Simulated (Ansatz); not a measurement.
The cell is an ordered 6-atom cell of In2BAs3 on the zincblende lattice (Imm2); cell and atoms were relaxed with r2SCAN. The symmetry is Imm2 (No. 44, orthorhombic); conventional cell a = 3.942 Å, b = 11.955 Å, c = 5.802 Å, 22.79 Å³ an atom. B has 4 As at 2.07–2.28 Å; As has 2 B at 2.28 Å and 2 In at 2.64 Å; In has 4 As at 2.60–2.64 Å; As has 1 B at 2.07 Å and 3 In at 2.60–2.64 Å.

```
B As In
1.0
    -1.97118    5.97735    2.90109
     1.97118   -5.97735    2.90109
     1.97118    5.97735   -2.90109
B As In
1 3 2
Direct
  0.01158 0.01158 0.00000
  0.81539 0.31539 0.50000
  0.35414 0.21002 0.14411
  0.06591 0.21002 0.85589
  0.66151 0.00149 0.66002
  0.34147 0.00149 0.33998
```

The questions ask for values computed with Ansatz 0.2.0 on this geometry. Note: simulated data, non-magnetic, for a generated structure that need not be the stable one.

Problem. What gap does PBE give, and where are the band edges?

Solution. With PBE the gap is 0.01 eV and direct, at Γ–X (0.10 of the way from Γ). (With 0.02 eV of smearing so small a gap leaves both edges partly filled, and it could close between the points sampled.) A second conduction valley, at X, lies only 29 meV higher, so their order isn't settled.

Problem. Estimate the gap with r2SCAN on 8×8×8.

Solution. The r2SCAN gap is direct at Γ: 0.16 eV. The gap differs by +0.15 eV from PBE's.

Problem. What does HSE06 give for the gap (4×4×4 mesh)?

Solution. HSE06 gives a direct gap of 0.52 eV at Γ. The gap differs by +0.51 eV from PBE's.

Problem. What do these levels agree on?

Solution. All these functionals give a gap of the same kind, direct.

Spin-orbit coupling is left out, which matters wherever the heavy atoms make up the band edges.

Gaps under 0.1 eV (PBE) can't be told from a closed one: the bands may be in normal order or already inverted, which a gap's size doesn't show.
